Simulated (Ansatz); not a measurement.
Pd (fcc, Cu type), conventional cell a = 3.911 Å, b = 3.911 Å, c = 3.911 Å, α = 90.00°, β = 90.00°, γ = 90.00°. The calculation uses the primitive cell of 1 atom, to which meshes and values per cell refer.

Equation-of-state scan: isotropic scaling of the cell above, V₀ being its volume. Symmetry pins the atoms to their sites.

Level of theory: r2SCAN (plane waves to 500 eV, PAW, scalar-relativistic; Ansatz, a quantum-chemistry and plane-wave program). k mesh 20×20×20 (Γ-centred), Fermi-Dirac smearing 0.05 eV. E stands for the smeared free energy. Pd is run without spin polarisation. Pd was relaxed with its symmetry unable to fall. The PAW data are Ansatz's earlier set. The zero of ΔE is the relaxed starting cell. The last digit holds for this mesh only.

```
V (Å³/atom)  ΔE (meV/atom)
-----------  -------------
13.465               107.7
13.839                57.1
14.213                23.9
14.587                 5.7
14.961                 0.0
15.335                 5.1
15.709                19.2
16.083                41.0
16.457                69.3
```

Problem. What is the fitted pressure derivative B₀′?

Solution. 5.6.

Problem. What bulk modulus B₀ follows from a third-order Birch-Murnaghan fit?

Solution. 183 GPa. Check by three points about V = 14.961 Å³/atom, step 0.748: d²E/dV² ≈ (24 − 2·0 + 19) meV / 0.748² = 0.0768 eV/Å⁶, and V·d²E/dV² × 160.2 = 184 GPa.

(A scan under strain: stresses follow from slopes of the energy per volume, elastic moduli from its curvatures.)
